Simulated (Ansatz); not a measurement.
The relaxed structure here is a generated cell of Rh: the first start was made by placing the elements on the sites of a structure type, and the end was not matched to a known phase here, so it may be hypothetical. Known forms of Rh include space group No. 225.

A relaxed cell of Rh (P6₃/mmc (No. 194)), relaxed on a k-mesh at least as fine as the one used below. Method: r2SCAN (plane waves to 500 eV, PAW, scalar-relativistic; Ansatz, a quantum-chemistry and plane-wave program). Γ-centred k-mesh 7×14×8 on the run's cell (coarser than for final values), Fermi–Dirac smearing 0.05 eV.

```yaml
crystal:
  lattice:
    - [5.40423, 0.00000, 0.00000]
    - [-1.35106, 2.34010, 0.00000]
    - [0.00000, 0.00000, 4.35491]
  atoms:
    - { symbol: Rh, position: [0.16667, 0.66667, 0.25000] }
    - { symbol: Rh, position: [0.66667, 0.66667, 0.25000] }
    - { symbol: Rh, position: [0.33333, 0.33333, 0.75000] }
    - { symbol: Rh, position: [0.83333, 0.33333, 0.75000] }
```

The atoms are displaced by (Å):

```json
[
 {"atom": "Rh1", "ux": "-0.102", "uy": "0.011", "uz": "-0.066"},
 {"atom": "Rh2", "ux": "-0.086", "uy": "0.118", "uz": "0.037"},
 {"atom": "Rh3", "ux": "-0.195", "uy": "-0.113", "uz": "-0.024"},
 {"atom": "Rh4", "ux": "-0.059", "uy": "-0.065", "uz": "0.070"}
]
```

Q: What forces (eV/Å) and pressure result?

A: 
```json
[
 {"atom": "Rh1", "Fx": "0.44", "Fy": "0.20", "Fz": "0.90"},
 {"atom": "Rh2", "Fx": "-0.48", "Fy": "-1.35", "Fz": "0.25"},
 {"atom": "Rh3", "Fx": "1.33", "Fy": "1.06", "Fz": "-0.38"},
 {"atom": "Rh4", "Fx": "-1.28", "Fy": "0.09", "Fz": "-0.76"}
]
```

Pressure +3.5 GPa.

Q: Estimate the energy cost of the displacement in the harmonic approximation and compare with the calculation.

A: For a harmonic well ΔE = −½ Σ F·u = 0.283 eV a cell, or 71 meV/atom. The calculated energy relative to the undisplaced cell is +0.07 eV/atom, so the harmonic estimate holds well.

No spin polarisation in the result.

The run that gave the undisplaced cell could not lose the symmetry of its start; a randomly shaken copy of 4 atoms returns to this structure.
